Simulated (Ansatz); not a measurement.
Input:

NaCl (CsCl type, Pm-3m), a = b = c = 3.4605 Å, α = β = γ = 90.00°.

This is the r²SCAN-relaxed structure.

Q: All from the program Ansatz at the r²SCAN level (PAW), unless another level is named. Give the highest zone-centre frequency (without LO–TO term).

A: 97 cm⁻¹.

Q: What about the bulk modulus (Birch–Murnaghan fit)?

A: 29.4 GPa.

This is a known high-pressure phase of the composition, computed here at zero pressure and temperature. The r²SCAN relaxation kept the symmetry of its start; of distortions, only those at the zone centre were tested.

Potentials: the earlier of the program's two PAW sets.
